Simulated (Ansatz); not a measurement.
Ag:
```
CELL_PARAMETERS angstrom
      0.00000     2.05239     2.05239
      2.05239     0.00000     2.05239
      2.05239     2.05239     0.00000
ATOMIC_POSITIONS crystal
  Ag 0.00000 0.00000 0.00000
```

Relaxed with r²SCAN.

Map the electron localisation function on the plane through (0.000, 0.000, 0.000) spanned by u = [1, 1, 0] and v = [1, -1, 0] in lattice vectors, from r²SCAN (plane waves, PAW; program Ansatz).

x is the fraction of u, y of v (the angle between them is 90°; rows are the nearest grid lines); atoms in the plane: Ag at (0.00, 0.00), Ag at (0.50, 0.50).
```
|@%*=-.              .-=*%@|
|%#+=-.              .-=+#%|
|*+==:.              .:==+*|
|===-.     ..::..     .-===|
|---:     .:----:.     :---|
|::.     .:-====-:.     .::|
|        .-=+**+=-.        |
|        :-+*%%*+-:        |
|        :=+#@@#+=:        |
|        :-+*%%*+-:        |
|        .-=+**+=-.        |
|::.     .:-====-:.     .::|
|---:     .:----:.     :---|
|===-.     ..::..     .-===|
|*+==:.              .:==+*|
|%#+=-.              .-=+#%|
|@%*=-.              .-=*%@|
```
Scale: ten equal steps from 0.150 (start of ' ') to 0.880 (end of '@'), in the order ' .:-=+*#%@'; x runs from 0.000 to 1.00, y from 0.000 (bottom) to 1.00 (top).

The density is the valence pseudo-density with augmentation charge, so density and ELF within about 1 Å of a nucleus are not all-electron values.

Space group Fm-3m (fcc (Cu type)). The cell was relaxed with r²SCAN under the symmetry of its start. The run is not spin-polarised.

Potentials: the earlier of the program's two PAW sets.
